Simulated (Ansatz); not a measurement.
Relaxed-ion elastic tensor of VN (rock salt, Fm-3m) in GPa (Voigt order), LDA (plane waves, PAW; program Ansatz); density 6.53 g/cm³, 8.26 Å³ per atom.

```
743  178  178  0.0  0.0  0.0
178  743  178  0.0  0.0  0.0
178  178  743  0.0  0.0  0.0
0.0  0.0  0.0  137  0.0  0.0
0.0  0.0  0.0  0.0  137  0.0
0.0  0.0  0.0  0.0  0.0  137
```

Q: Is the crystal mechanically stable?

A: Yes: the smallest eigenvalue of C is 137 GPa.

Q: Work out the Voigt, Reuss and Hill averages.

A: K_V = 366, K_R = 366, K_H = 366; G_V = 195, G_R = 173, G_H = 184 GPa.

Q: Give Young's modulus, Poisson's ratio, Pugh's ratio and the universal anisotropy index.

A: E = 9KG/(3K + G) = 473 GPa; ν = 0.28; K/G = 1.99 (ductile by the Pugh limit of 1.75); A_U = 5G_V/G_R + K_V/K_R − 6 = 0.65.

Q: Estimate the sound speeds and the Debye temperature.

A: v_l = √((K + 4G/3)/ρ) = 9680 m/s, v_t = √(G/ρ) = 5310 m/s, mean 5920 m/s; Θ = (h/k)(3n/4πV)^(1/3) v_m = 872 K.

Q: Give the Zener ratio and Young's modulus along [100], [110] and [111].

A: A = 2C44/(C11 − C12) = 0.49; 1/E = S11 − 2(S11 − S12 − S44/2)Γ with Γ = 0, 1/4, 1/3 gives 674, 414, 367 GPa.

Symmetry was held in the LDA relaxation; of distortions, only those at the zone centre were tested. No spin polarisation was allowed. As this level gives no gap, shear constants depend on the k-mesh and smearing (Fermi–Dirac, 0.1 eV here). On the denser mesh and wider smearing of the elastic run this cell carries a stress of 0.3 GPa.

Potentials: the later of the program's two PAW sets.
